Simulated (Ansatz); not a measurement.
## Tetragonal deformation path in TaRu

The calculation used DFT r2SCAN, scalar-relativistic, plane waves, PAW (Ansatz). Cutoff 500 eV, Γ-centred 18×18×16 k-points, Gaussian smearing of 0.15 eV. Spin–orbit coupling is left out, which can shift energies with elements as heavy as these. No spin polarisation. Energies are free energies at this smearing, counted from the undisturbed cell; pressure is positive in compression.

The starting cell (as given, not relaxed at this level; it stands at -1.3 GPa, and it needn't be the usual structure):

```
Ta Ru
1.0
     3.05300    0.00000    0.00000
     0.00000    3.05300    0.00000
     0.00000    0.00000    3.38900
Ta Ru
1 1
Cartesian
  1.5265 1.5265 1.6945
  0.0000 0.0000 0.0000
```

At fixed volume and fractional coordinates, lengths along (0.000, 0.000, 1.000) are scaled against those across it; ρ is that ratio over its starting value. The cell is metallic on the mesh throughout. At ρ = 0.901 the cell becomes cubic (Pm-3m), and there the slope of the energy vanishes by symmetry.

```tsv
ρ	ΔE (meV/atom)
0.850	27.5
0.920	31.1
0.960	11.1
1.000	0.0
1.050	11.7
1.100	49.2
1.200	159.9
```

(1) Predict the pressure (GPa) at each point.

## Answers

(1)
```tsv
ρ	pressure (GPa)
0.850	-1.4
0.920	-1.6
0.960	-1.5
1.000	-1.3
1.050	-0.9
1.100	-0.7
1.200	-0.9
```